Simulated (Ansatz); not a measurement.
The relaxed structure here is a generated cell of SiC: the first start was made by placing the elements on the sites of a structure type, and the end was not matched to a known phase here, so it may be hypothetical. Known forms of SiC include space group No. 186, 216.

One stationary structure of SiC. These are PBEsol (plane waves to 420 eV, PAW, scalar-relativistic; Ansatz, an electronic-structure program) values and carry that method's errors.

```cif
data_C4Si4
_chemical_formula_sum 'Si4 C4'
_space_group_name_H-M_alt 'P 1'
_space_group_IT_number 1
_cell_length_a 5.29243
_cell_length_b 5.29243
_cell_length_c 3.07966
_cell_angle_alpha 90.000
_cell_angle_beta 90.000
_cell_angle_gamma 90.000
loop_
_space_group_symop_operation_xyz
  'x, y, z'
loop_
_atom_site_label
_atom_site_type_symbol
_atom_site_fract_x
_atom_site_fract_y
_atom_site_fract_z
_atom_site_occupancy
Si1 Si 0.17562 0.17562 0.50000 1
Si2 Si 0.32438 0.67562 0.00000 1
Si3 Si 0.67562 0.32438 0.00000 1
Si4 Si 0.82438 0.82438 0.50000 1
C1 C 0.81523 0.18477 0.50000 1
C2 C 0.68477 0.68477 0.00000 1
C3 C 0.31523 0.31523 0.00000 1
C4 C 0.18477 0.81523 0.50000 1
```

### Question
Determine the symmetry and give the standard cell with its independent sites.

### Answer
Space group P4₂/mnm (No. 136); a = 5.2924 Å, b = 5.2924 Å, c = 3.0797 Å, α = 90.00°, β = 90.00°, γ = 90.00°

```
atom  site  symmetry       x       y       z
----  ----  --------  ------  ------  ------
Si      4g      m.2m  0.1756  0.1756  0.5000
C       4f      m.2m  0.3152  0.3152  0.0000
```

This is the AFLOW prototype AB_tP8_136_g_f (as in BeO).

### Question
Give the shortest distances between elements (the closest pairs, up to four, under 3.6 Å).

### Answer
C–Si 1.86 Å; Si–Si 2.63 Å; C–C 2.77 Å.

- Volume per atom: 10.78 Å³
- Band gap: 1.94 eV, indirect (valence top at 86 % of the way from M to Γ, conduction bottom at 67 % of the way from Γ to Z) (no spin-orbit coupling)
- Smallest direct gap: 2.75 eV at 86 % of the way from M to Γ

No spin polarisation in the result.

The run could not lose the symmetry of its start: the end is stationary, and may be a saddle point rather than a minimum.

It was reached from a disturbed copy of a P6₃/mmc (No. 194) cell, against which it lies -0.36 eV/atom.
